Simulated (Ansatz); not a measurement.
A generator proposed this cell of GaSb3.

```
Ga Sb
1.0
     3.14376   -3.21382    0.00000
     3.14376    3.21382    0.00000
     0.00000    0.00000    6.62034
Ga Sb
1 3
Direct
  0.50000 0.50000 0.00000
  0.73017 0.26983 0.50000
  0.26983 0.73017 0.50000
  0.00000 0.00000 0.00000
```

All numbers below come from DFT PBE, scalar-relativistic, plane waves, PAW in Ansatz 0.2.0. Cutoff 420 eV; k points 4×4×4 on the computed 4-atom cell (Γ-centred); Gaussian smearing, width 0.10 eV; no spin polarisation.

Formation energies are uncorrected and refer to the elements' standard structures at the same level.

Problem. Estimate its pressure, forces and energy as it stands.

Solution. The pressure is -5.7 GPa (the mean over three directions, positive in compression), the largest force is 0.31 eV/Å, and the energy is +0.29 eV/atom against the elements. The shortest distance is 2.96 Å.

Problem. Is it a good guess?

Solution. A fair one: relaxing gains about 0.18 eV/atom (the start's value is from the coarse mesh, so the gain is rough) in 13 ionic steps and ends at +0.11 eV/atom on the finer mesh. The symmetry stays Cmmm (No. 65). The volume per atom shrinks by 19.2 %, from 33.4 to 27.0 Å³. The shortest distance goes from 2.96 Å (Sb–Sb) to 3.02 Å (Ga–Sb and Sb–Sb). Conventional cell: a = 6.043 Å, b = 6.337 Å, c = 5.644 Å. Around Ga lie 8 Sb at 3.02–3.24 Å; Sb on a site of symmetry m2m has 6 Sb at 3.02–3.24 Å and 2 Ga at 3.24 Å; Sb on a site of symmetry mmm is surrounded by 4 Ga at 3.02–3.17 Å and 4 Sb at 3.24 Å.

The last run used a 10×10×8 mesh (in the run's order of axes) for its 4-atom cell and Gaussian smearing of 0.10 eV. These runs have no spin–orbit coupling, which can matter for Sb. The relaxation can't lower the symmetry of the start, and the grade says only how near the guess is to its own end. A structure relaxed within its symmetry needn't be a true minimum. Another cell of GaSb3 relaxed alike, in Im-3m, lies 45 meV/atom lower, so this cell isn't the stable form at this level.
